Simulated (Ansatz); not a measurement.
Method: Ansatz 0.2.0, DFT PBE, scalar-relativistic, plane waves, PAW. All cells share a 420 eV cutoff and Γ-centred k meshes spaced at most about 0.3 Å⁻¹ (about 0.25 or finer for metals, 2π included). No spin polarisation in the final relaxations.

These are static total energies at zero pressure.

Compare these two cells of ScB₂P₃, each relaxed at this level.

1. Space group Cmmm (No. 65), orthorhombic, a = 3.251 Å, b = 13.672 Å, c = 3.941 Å. Sc has 4 P at 2.55 Å, 4 P at 2.95 Å and 2 Sc at 3.25 Å; around B lie 2 B at 1.63 Å and 4 P at 2.34 Å; P on a site of symmetry m2m is surrounded by 4 B at 2.34 Å, 2 P at 2.52 Å and 2 Sc at 2.95 Å; around P on a site of symmetry mmm lie 4 Sc at 2.55 Å.

2. Space group P4mm (No. 99), tetragonal, a = 3.377 Å, c = 6.688 Å. Sc is surrounded by 5 B at 2.39–2.50 Å and 8 P at 2.85–2.91 Å; around B on its first site lie 1 P at 1.85 Å, 4 Sc at 2.39 Å and 4 P at 2.71 Å; B on its second site is surrounded by 1 Sc at 2.50 Å and 8 P at 2.53–2.54 Å; P on a site of symmetry 2mm is surrounded by 4 P at 2.39 Å, 2 B at 2.54 Å, 2 B at 2.71 Å and 2 Sc at 2.85 Å; P on a site of symmetry 4mm is surrounded by 1 B at 1.85 Å, 4 B at 2.53 Å and 4 Sc at 2.91 Å.

Question: Which is lower in energy, and by how much?

Answer: Cell 1 is lower, by 232 meV/atom. Cell 1 has space group Cmmm (No. 65), 14.6 Å³/atom and no gap on its mesh; cell 2 has space group P4mm (No. 99), 12.7 Å³/atom and no gap. The shortest distance is 1.63 Å (B–B) in cell 1 and 1.85 Å (B–P) in cell 2. Cell 1 holds B–B chains (shortest 1.63 Å); cell 2 holds P–P nets (shortest 2.39 Å). The lower one is the more open, so pressure narrows the difference. Even the lower one lies +0.18 eV/atom against the reference forms of the elements (uncorrected), so neither is stable at this level. Both come from invented guesses. A third cell relaxed alike, in I4/mmm, lies 63 meV/atom below the lower of the two.

Cells relaxed within their symmetry can be saddle points.
